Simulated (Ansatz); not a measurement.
This guess for Al₂GaP₃ is about to be relaxed.

```cif
data_structure
_symmetry_space_group_name_H-M 'P6_3mc'
_symmetry_Int_Tables_number 186
_cell_length_a 3.7214
_cell_length_b 3.7214
_cell_length_c 18.3247
_cell_angle_alpha 90.000
_cell_angle_beta 90.000
_cell_angle_gamma 120.000
_cell_volume 219.78
loop_
_atom_site_label
_atom_site_type_symbol
_atom_site_symmetry_multiplicity
_atom_site_Wyckoff_symbol
_atom_site_fract_x
_atom_site_fract_y
_atom_site_fract_z
_atom_site_occupancy
Al1 Al 2 b 0.33333 0.66667 0.00002 1
Al2 Al 2 b 0.33333 0.66667 0.66669 1
Ga1 Ga 2 b 0.33333 0.66667 0.33336 1
P1 P 2 b 0.33333 0.66667 0.12498 1
P2 P 2 b 0.33333 0.66667 0.45831 1
P3 P 2 b 0.33333 0.66667 0.79164 1
```

These are results of Ansatz 0.2.0, DFT PBE, scalar-relativistic, plane waves, PAW, not measurements. Cutoff 420 eV, Gaussian smearing, Γ-centred meshes. Cell and atoms relax first on a coarse mesh and then on a converged one. In between, the cell is made exact in the group found at 0.06 Å. The steps can't lower the symmetry of their start. No spin polarisation.

A guess keeps its type if space group and coordination stay and the shape of the cell changes little (axis ratios within about 15 %, angles within 6°); the volume may change.

Question: Does it keep its structure type, or change into something else?

Answer: It keeps its type. The symmetry stays P6_3mc (No. 186). The volume per atom grows by 14.0 %, from 18.3 to 20.9 Å³. The shortest distance goes from 2.28 Å (Al–P and Ga–P) to 2.38 Å (Al–P). The ratio c/a of the conventional cell changes by a factor of 1.00. Counting neighbours within 15 % of an atom's shortest distance, the start has Al 4, Ga 4, P 4 and the end Al 4, Ga 4, P 4.

Energies over the elements count from the elements' standard structures at the same level, with no fitted energy shifts. The references include black phosphorus.

Question: At what energy does it end?

Answer: −0.559 eV/atom. A negative formation energy is needed for stability but isn't enough: competing phases decide.

The last run used a 12×12×2 mesh (in the run's order of axes) for its 12-atom cell and Gaussian smearing of 0.02 eV. The reference form of P is held partly by dispersion forces, which this level lacks. Symmetry constrained the relaxation, so the result can be a saddle point.
